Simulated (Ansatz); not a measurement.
MgO:
```xyz
2
Lattice="0.0000 2.1270 2.1270 2.1270 0.0000 2.1270 2.1270 2.1270 0.0000" Properties=species:S:1:pos:R:3 pbc="T T T"
Mg     2.1270     2.1270     2.1270
O      0.0000     0.0000     0.0000
```

x, y and z are the axes in which the lattice vectors are written.

Give the high-frequency dielectric tensor and the Born effective charge tensors of the independent atoms from DFPT, PBE in the plane-wave PAW code Ansatz.


ε∞:
```
3.24  0.00  0.00
0.00  3.24  0.00
0.00  0.00  3.24
```
Z* of atom 1 (Mg), rows: field, columns: displacement, in e:
```
2.00  0.00  0.00
0.00  2.00  0.00
0.00  0.00  2.00
```
Z* of atom 2 (O), rows: field, columns: displacement, in e:
```
-2.00   0.00   0.00
 0.00  -2.00   0.00
 0.00   0.00  -2.00
```

Static charges for comparison (Bader): Mg1 +1.72, O2 -1.72 e. Born charges measure polarisation by displacement and can exceed these by far.

Space group Fm-3m (rock salt). The cell was relaxed with PBE under the symmetry of its start; phonons on a q-mesh show no instability.

Potentials: the later of the program's two PAW sets.
